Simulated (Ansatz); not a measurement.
# PbF2 with Sc replacing Pb: gradients before and after relaxing the atoms

Start: a supercell of PbF2 (fluorite type, Fm-3m) built from a Materials Project structure (computed, not necessarily an observed phase), with all atoms left at the host's positions.

```
CELL_PARAMETERS angstrom
0.00000 5.91590 5.91590
5.91590 0.00000 5.91590
5.91590 5.91590 0.00000
ATOMIC_POSITIONS crystal
Sc 0.00000 0.00000 0.00000
Pb 0.00000 0.00000 0.50000
Pb 0.00000 0.50000 0.00000
Pb 0.00000 0.50000 0.50000
Pb 0.50000 0.00000 0.00000
Pb 0.50000 0.00000 0.50000
Pb 0.50000 0.50000 0.00000
Pb 0.50000 0.50000 0.50000
F 0.37500 0.37500 0.37500
F 0.37500 0.37500 0.87500
F 0.37500 0.87500 0.37500
F 0.37500 0.87500 0.87500
F 0.87500 0.37500 0.37500
F 0.87500 0.37500 0.87500
F 0.87500 0.87500 0.37500
F 0.87500 0.87500 0.87500
F 0.12500 0.12500 0.12500
F 0.12500 0.12500 0.62500
F 0.12500 0.62500 0.12500
F 0.12500 0.62500 0.62500
F 0.62500 0.12500 0.12500
F 0.62500 0.12500 0.62500
F 0.62500 0.62500 0.12500
F 0.62500 0.62500 0.62500
```

Atoms are numbered from 1 in the order listed; like atoms form one site, named after its first atom.

Level of theory: DFT, PBE, plane waves and PAW, scalar-relativistic, 420 eV cutoff, Γ-centred 3×3×3 k-points, Fermi–Dirac smearing 0.01 eV, cell charge +1 (Ansatz 0.2.0).

The largest force at the start is 1.8 eV/Å. Relaxing the ions at fixed cell moves them by 0.311 Å at most (atom 17, F) and 0.182 Å rms.

```json
{"site": "Sc", "atom": "1", "moved (Å)": "0.000", "first shell before": "8 F at 2.56 Å", "first shell after": "8 F at 2.25 Å", "V_zz before (10²¹ V/m²)": "0.00", "η before": "–"}
{"site": "Pb2", "atom": "2", "moved (Å)": "0.000", "first shell before": "8 F at 2.56 Å", "first shell after": "8 F at 2.55–2.68 Å", "V_zz before (10²¹ V/m²)": "4.88", "η before": "0.99"}
{"site": "F9", "atom": "9", "moved (Å)": "0.050", "first shell before": "4 Pb at 2.56 Å", "first shell after": "4 Pb at 2.55–2.61 Å", "V_zz before (10²¹ V/m²)": "-0.21", "η before": "0.00"}
{"site": "F12", "atom": "12", "moved (Å)": "0.311", "first shell before": "3 Pb at 2.56 Å, 1 Sc at 2.56 Å", "first shell after": "1 Sc at 2.25 Å, 3 Pb at 2.68 Å", "V_zz before (10²¹ V/m²)": "3.85", "η before": "0.00"}
```

Task: How do the gradients change?

Result: 

```json
{"site": "Sc", "atom": "1", "V_zz after": "0.00", "η after": "–", "change of V_zz": "0.00"}
{"site": "Pb2", "atom": "2", "V_zz after": "-6.78", "η after": "0.17", "change of V_zz": "–"}
{"site": "F9", "atom": "9", "V_zz after": "0.26", "η after": "0.00", "change of V_zz": "+0.47"}
{"site": "F12", "atom": "12", "V_zz after": "3.60", "η after": "0.00", "change of V_zz": "-0.25"}
```

The largest change of V_zz along a kept axis is on F9, from -0.21 to 0.26. The whole tensor moves most on Pb2, by 2.85 along its most changed direction. In per cent, |V_zz| changes by -6 on F (all sites that start above 0.5, bar those whose gradient vanishes or changes sign or whose main axis turns by over 40°). V_zz changes sign on F9 (same axis). On Pb2 the largest principal value lies along another axis in the second run, so the two V_zz can't be compared directly. Other sites without a gradient aren't listed.

The defect repeats with the cell of 24 atoms, so it feels its images: sites between two images don't show the values beside a lone defect, and zeros or small values of η there can come from the images' arrangement. A uniform background compensates the cell's charge. Spin–orbit coupling is left out, which shifts gradients on Pb by a few per cent, and by more where contributions nearly cancel.
Before: The neighbours have not yet relaxed around the defect (largest force 1.8 eV/Å), so a real crystal will differ.
After: The relaxation keeps the site symmetry m-3m of the start, so the impurity can't leave its site; a start off the site could end lower.
